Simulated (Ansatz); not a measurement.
The relaxed structure here is a generated cell of SnO: the first start was made by placing the elements on the sites of a structure type, and the end was not matched to a known phase here, so it may be hypothetical. Known forms of SnO include space group No. 129.

A structure of SnO relaxed with PBEsol (plane waves to 420 eV, PAW, scalar-relativistic; Ansatz, an electronic-structure program); single points at other levels follow on the same geometry (Ansatz, PAW; HSE06 at 420 eV on a 6×6×6 k-mesh; no spin-orbit coupling). Space group R3m (No. 160).

```cif
data_OSn
_chemical_formula_sum 'O1 Sn1'
_space_group_name_H-M_alt 'P 1'
_space_group_IT_number 1
_cell_length_a 3.34862
_cell_length_b 3.34862
_cell_length_c 3.34862
_cell_angle_alpha 76.337
_cell_angle_beta 76.337
_cell_angle_gamma 76.337
loop_
_space_group_symop_operation_xyz
  'x, y, z'
loop_
_atom_site_label
_atom_site_type_symbol
_atom_site_fract_x
_atom_site_fract_y
_atom_site_fract_z
_atom_site_occupancy
O1 O 0.27269 0.27269 0.27269 1
Sn1 Sn 0.96940 0.96940 0.96940 1
```

```tsv
level	gap (eV)	kind	conduction minimum
PBEsol	1.41	indirect	85 % of the way from H0 to L
HSE06	1.91	–	L
```

HSE06 gaps come from a coarse mesh plus a few chosen points, so they may be too large. No spin polarisation in the result.

It was reached from a disturbed copy of a F-43m (No. 216) cell (zinc blende type), against which it lies -0.15 eV/atom.
